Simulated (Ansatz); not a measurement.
Starting structure of a cell relaxation (symmetry kept):

```yaml
crystal:
  lattice:
    - [-1.86835, 1.86835, 6.14778]
    - [1.86835, -1.86835, 6.14778]
    - [1.86835, 1.86835, -6.14778]
  atoms:
    - { symbol: K, position: [0.00000, 0.00000, 0.00000] }
    - { symbol: Ni, position: [0.75000, 0.25000, 0.50000] }
    - { symbol: Ni, position: [0.25000, 0.75000, 0.50000] }
    - { symbol: S, position: [0.34790, 0.34790, 0.00000] }
    - { symbol: S, position: [0.65210, 0.65210, 0.00000] }
```

All numbers below come from Ansatz 0.2.0, DFT PBEsol, scalar-relativistic, plane waves, PAW.

Cutoff 420 eV; k points 14×14×14 on the computed 5-atom cell (Γ-centred); Gaussian smearing, width 0.10 eV; no spin polarisation.

Question: What does it relax to?

Answer: The volume doesn't move by more than 0.01 Å³/atom to 17.17 Å³/atom, and the energy changes by under 0.1 meV/atom. Final structure:
Space group I4/mmm (No. 139). a = 3.739 Å, b = 3.739 Å, c = 12.278 Å, α = 90.00°, β = 90.00°, γ = 90.00°
| atom | site | symmetry | x | y | z |
| --- | --- | --- | --- | --- | --- |
| K | 2a | 4/mmm | 0.0000 | 0.0000 | 0.0000 |
| Ni | 4d | -4m2 | 0.0000 | 0.5000 | 0.2500 |
| S | 4e | 4mm | 0.0000 | 0.0000 | 0.3482 |

Course of the relaxation (steps run on the plane waves of an earlier cell, and the basis is chosen afresh near the end, so energy and pressure can step there; trial steps that raised the energy were taken back; energies are free energies):

```
step largest force component (eV/Å) P (GPa) V (Å³/atom)
   1                           0.039     0.15        17.17
   2                           0.018     0.09        17.16
   3                           0.000     0.00        17.17
   4                           0.000     0.00        17.17
```

Spin polarisation was left out, and a magnetic state may lie lower.